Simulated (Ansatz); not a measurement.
## Mn₂ZnAs₂: converged, but where?

System: Mn₂ZnAs₂, an experimental structure (space group P-3m1); the cell holds 5 atoms. Sizeable forces remain on the atoms, so the positions aren't those of the computed minimum. Source: COD entry 1536588, which need not be the ambient phase.

Computed with DFT, PBE, PAW, plane waves, scalar-relativistic (Ansatz).

```yaml
crystal:
  lattice:
    - [4.09900081, 0.0, 0.0]
    - [-2.0495004, 3.54983883, 0.0]
    - [0.0, 0.0, 6.572]
  atoms:
    - { symbol: Mn, position: [0.33333333, 0.66666667, 0.36944], spin: 4.5 }
    - { symbol: Mn, position: [0.66666667, 0.33333333, 0.63056], spin: -4.5 }
    - { symbol: As, position: [0.33333333, 0.66666667, 0.76793] }
    - { symbol: As, position: [0.66666667, 0.33333333, 0.23207] }
    - { symbol: Zn, position: [0.0, 0.0, 0.0] }
magnetization:
  spin_polarized: true
hamiltonian:
  xc: pbe
  pseudopotentials: { kind: paw }
basis:
  ecutwfc: 420
kpoints:
  mp_grid: { grid: [5, 5, 3] }
scf:
  occupations: { method: fermi_dirac, width: 0.05 }
  lower_state_search: "off"
output:
  forces: true
  stress: true
```

Wall time and machine: 6.4 s on 2 threads of Arm Neoverse V2, on a shared host, peak memory 0.41 GiB.

The end of the output:

```
SCF converged after 14 iterations
Magnetization: 0.0000 μB (36.0000 up, 36.0000 down)
Absolute magnetization: 8.1694 μB (∫|ρ↑−ρ↓|, with the PAW one-centre terms)
Spin contamination: 4.0031 ħ² per cell (⟨S²⟩ above its minimum at these occupations)
Per-site moments (μB) at R_I (Å): [(3.6223, 1.0448), (-3.6223, 1.0448), (0.0045, 1.0448), (-0.0045, 1.0448), (1.8767e-7, 1.1613)]
Free energy (F): -20828.721189 eV
Harris-Foulkes:  -20828.721189 eV  (|F-HF|=3.30e-8)
Internal energy: -20828.694437 eV  (E = F + TS)
E sigma→0 (E₀):  -20828.707813 eV
Entropy (-TS):   -0.026752 eV (-5.350 meV/atom)
Fermi energy:    10.774852 eV
--- Forces (eV/Å), atoms counted from 1 ---
  atom   1  Mn     0.00000000    -0.00000000     0.54830202
  atom   2  Mn    -0.00000000     0.00000000    -0.54830025
  atom   3  As    -0.00000000    -0.00000000    -0.44957777
  atom   4  As     0.00000000     0.00000000     0.44957766
  atom   5  Zn    -0.00000000     0.00000000     0.00000001
--- Stress (GPa, compression-positive) ---
       -1.880498      -0.000000      -0.000000
       -0.000000      -1.880498      -0.000000
       -0.000000      -0.000000      -4.894852
  P = ⅓ Tr σ = -2.8853 GPa (-28.853 kbar)
```

Site moments are taken inside atomic spheres and don't add up to the total.

Task: The run converged. Is this the lowest state of the cell, and if not, what lies lower and how is it reached?

Result: None of the other runs went lower. It is the lowest of 3 states reached by 13 converged runs, and the next lies 89.2 meV/atom higher (ferromagnetic, site moments Mn1 3.33, Mn2 3.33 μB, total 7.02 μB per cell, no gap on the k-mesh). That doesn't prove a ground state. Only collinear orders within this cell were tried; the true ground state may need a larger cell.
